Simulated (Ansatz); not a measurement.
With DFT-PBEsol in the program Ansatz with PAW potentials, Bi₂TeO₂ in the trigonal phase (P-3m1; Bi on 2d, Te on 1b, O on 2d) relaxes to a = 4.036 Å, c = 7.330 Å. Te has 6 nearest neighbours from 3.20 Å (octahedral); O has 4 nearest neighbours from 2.32 Å (tetrahedral). Its formation energy from the elements is -0.83 eV/atom, with no fitted shifts.

The Kohn–Sham gap is 0.61 eV (indirect). The valence maximum lies at A and the conduction minimum on the K–Γ line, 38 % of the way from K (6 equivalent valleys). The electron mass is 0.15, 0.21, 0.38 mₑ (principal values).

The bulk modulus is 87.7 GPa. The relaxed-ion elastic constants in GPa are C11 = 124, C12 = 63.7, C13 = 69.3, C14 = 13.2, C33 = 151, C44 = 58.5. The elastic constants imply a Debye temperature near 249 K. Perturbation theory gives ε∞ = 15.7 (xx = yy), 15.6 (zz). Letting the ions move raises it to ε0 = 64.7 (xx = yy), 280 (zz). Born charges are Bi +6.04, Te -3.32, O -4.38 e. Without the LO–TO term the highest mode at Γ lies at 361 cm⁻¹.

The start of the workflow was typed in or built on a structure type; neither database checked (COD, Materials Project) lists it. Whether it is the stable phase at ambient conditions was not checked. Symmetry was held in the PBEsol relaxation; its stability against distortions is not shown here. The volume moved by 21 % from the start of the relaxation. The references are the lowest solids computed at this level, not always the standard phases (solids in place of the gases). Scalar-relativistic: spin–orbit coupling is off unless named, which matters more the heavier the elements.

Potentials: the later of the program's two PAW sets.
